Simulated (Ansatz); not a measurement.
ZnC6:
```
ZnC6
1.0
    4.26486     0.00000     0.00000
   -2.13243     3.69348     0.00000
    0.00000     0.00000     6.48820
C Zn
6 1
Direct
  0.33320   0.33320   0.00000
  0.66680   0.00000   0.00000
  0.00000   0.66680   0.00000
  0.33320   0.00000   0.00000
  0.66680   0.66680   0.00000
  0.00000   0.33320   0.00000
  0.00000   0.00000   0.50000
```

Relaxed with PBE+D3(BJ). Special points in fractions of this cell's reciprocal vectors: Γ (0.000, 0.000, 0.000); M (0.500, 0.000, 0.000); K (0.333, 0.333, 0.000); A (0.000, 0.000, 0.500); L (0.500, 0.000, 0.500); H (0.333, 0.333, 0.500).

List the band energies nearest the Fermi level at these points for PBE+D3(BJ) (plane waves, PAW; program Ansatz).

In eV from the Fermi level; about four levels below and three above (degenerate sets whole), none deeper than 8.9 eV; points with the same levels are listed once.

```tsv
k	below	above
Γ	-3.02 -3.02 -2.51 -0.01 -0.01	0.03 0.03 4.13
M	-5.43 -5.18 -2.35 -1.03	1.61 1.88 5.55
K	-4.74 -4.58 -4.58 -0.78	2.78 2.78 4.62
A	-3.02 -3.02 -1.99 -0.05 -0.05	0.03 0.03 2.47
L	-5.38 -5.26 -2.39 -0.61	1.71 2.39 4.10
H	-4.75 -4.66 -4.66 -0.30	3.26 3.26 4.42
```

Space group P6/mmm. A made-up cell: these elements were put on the sites of a structure type; neither database checked (COD, Materials Project) lists it. Its standing as an ambient phase is unchecked. The cell was relaxed with PBE+D3(BJ) under the symmetry of its start; of distortions, only those at the zone centre were tested. The Fermi level of a semimetal is unsure by some 0.05 eV on such meshes.

Potentials: the later of the program's two PAW sets.
